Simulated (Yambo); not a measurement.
G0W0@PBEsol for K$_{2}$PdC$_{2}$ (space group P-3m1, No. 164) in Yambo. Reference settings: 3×3×2 Γ-centred k mesh, bands 5 to 220 and a 8 Ry block in the screening, 220 bands in G with the Bruneval-Gonze terminator, plasmon pole fitted at 27.2 eV. The PBEsol gap A → (0, 0.333, -0.5) on this mesh is 1.70 eV; G0W0 gaps are taken between the same points.

The settings were changed. The gap went from 2.70 eV to 2.73 eV, and the shift of the valence edge from -0.61 eV to -0.40 eV.

### Question
Name the change that produced these shifts.
(A) 139 bands in G
(B) 81 bands in W, 81 bands in G
(C) 3 Ry block
(D) 81 bands in G, no terminator

### Answer
B, 81 bands in W, 81 bands in G. The others gave (gap, valence shift): 139 bands in G: 2.70, -0.61 eV; 81 bands in G, no terminator: 2.43, 0.01 eV; 3 Ry block: 2.61, -0.47 eV.

Spin-orbit coupling is not included.

Geometry of the Materials Project entry, not relaxed at this level; primitive cell a = b = 5.118 Å, c = 5.258 Å, α = β = 90.00°, γ = 120.00°.

The structure is a Materials Project entry; no match was found in the copy of COD used, and its stability was not checked.

A shift is the quasiparticle energy of the state minus its PBEsol energy.
